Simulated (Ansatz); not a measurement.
Data:

NbGa3:
```
CELL_PARAMETERS angstrom
     -1.86857     1.86857     4.30498
      1.86857    -1.86857     4.30498
      1.86857     1.86857    -4.30498
ATOMIC_POSITIONS crystal
  Nb 0.00000 0.00000 0.00000
  Ga 0.50000 0.50000 0.00000
  Ga 0.75000 0.25000 0.50000
  Ga 0.25000 0.75000 0.50000
```

This is the LDA-relaxed structure.

**Question.** All from LDA in the plane-wave PAW code Ansatz, unless another level is named. Estimate the density of states at the Fermi level.

**Answer.** 0.17 states/eV per atom (mean over ±0.08 eV).

**Question.** Next, the formation energy from the elements (no fitted shifts)?

**Answer.** -0.37 eV/atom.

Space group I4/mmm. The workflow started from a Materials Project entry (that database holds measured and hypothetical structures alike); the Crystallography Open Database files this formula in space group No. 139, but the cells were not matched. Its standing as an ambient phase is unchecked. The cell was relaxed with LDA under the symmetry of its start; of distortions, only those at the zone centre were tested. The run is not spin-polarised. The references are the lowest solids computed at this level, not always the standard phases. Spin–orbit coupling is left out wherever it is not named.

Potentials: the later of the program's two PAW sets.
